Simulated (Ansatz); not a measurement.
A geometry of MoRu away from equilibrium: step 4 of the relaxation of a relaxed MoRu cell shaken by Gaussian noise of σ = 0.08 Å a coordinate. All values below come from PBEsol (plane waves to 420 eV, PAW, scalar-relativistic; Ansatz, a program for electronic structure). Γ-centred k-mesh 7×7×9 on the run's cell (coarser than for final values), Fermi–Dirac smearing 0.05 eV.

```xyz
8
Lattice="-2.6134 2.5602 4.7153 2.5445 -2.4953 4.6440 2.6010 2.4829 -4.6807" Properties=species:S:1:pos:R:3:forces:R:3 pbc="T T T" free_energy=-42852.376 pressure_GPa=-2.7
Mo     1.3258     2.2309     3.5509   -0.5782   -0.4847   -0.1864
Mo     0.1321     1.2186     1.1605    0.2523    0.5485   -0.3921
Mo     0.1020     3.7476     1.2323    0.4276    0.0455    0.3566
Mo    -1.2787     2.2188     3.5959    0.0943   -0.5078   -0.5547
Ru     2.6383     0.4425     0.9049    0.3107    0.3186    0.4362
Ru     2.3288    -0.2223     3.5617   -0.1433    0.0402   -0.0058
Ru     0.0425     0.4848     6.0892    0.0304   -0.1431   -0.1567
Ru    -0.2391    -0.2504     3.3765   -0.3937    0.1827    0.5028
```

Positions in Å, forces in eV/Å, free energy of the cell in eV (comparable only within this code, potentials and settings). Largest force: 0.78 eV/Å, on Mo1 (atoms numbered as listed); the geometry lies 0.38 eV/atom above the end of its relaxation.

No spin polarisation in the result.

The end of the path is a generated cell of MoRu: the first start was made by a random draw of sites in a space group, and the end was not matched to a known phase here, so it may be hypothetical.
